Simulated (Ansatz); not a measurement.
All numbers below come from DFT PBE, scalar-relativistic, plane waves, PAW (Ansatz). All cells share a 420 eV cutoff and Γ-centred k meshes spaced at most about 0.3 Å⁻¹ (about 0.25 or finer for metals, 2π included). No spin polarisation in the final relaxations.

These are static total energies at zero pressure. All come from trial cells, and lower structures may exist.

Question: Which of these relaxed structures of NbAl2 is the lowest in energy?
A.

```
CELL_PARAMETERS angstrom
-1.56391 1.56391 5.06929
1.56391 -1.56391 5.06929
1.56391 1.56391 -5.06929
ATOMIC_POSITIONS crystal
Al 0.32797 0.32797 0.00000
Al 0.67203 0.67203 0.00000
Nb 0.00000 0.00000 0.00000
```

B.

```
CELL_PARAMETERS angstrom
2.94780 0.00000 0.00000
-1.15184 5.36288 0.00000
-0.49784 -1.58651 6.36120
ATOMIC_POSITIONS crystal
Al 0.18978 0.39219 0.63848
Al 0.11075 0.26992 0.02913
Al 0.81022 0.60781 0.36152
Al 0.88925 0.73008 0.97087
Nb 0.57388 0.05649 0.30526
Nb 0.42612 0.94351 0.69474
```

Answer: B. It has Al and Nb ordered on hcp sites, space group P-1 (No. 2); the next, A, with the MoSi2 (C11b) type, space group I4/mmm (No. 139), lies 75 meV/atom higher. Counting all near atoms (those within 1.25 times the shortest distance at each site; a plus sign parts nearer from farther groups), the lowest has Nb 12, Al 12 and the next has Nb 8+6, Al 8+5.

Cells relaxed within their symmetry can be saddle points. The P-1 cell of NbAl2 came from shaking the I4/mmm one. Some candidate types were left out of the draw beforehand, so a known form may be missing.
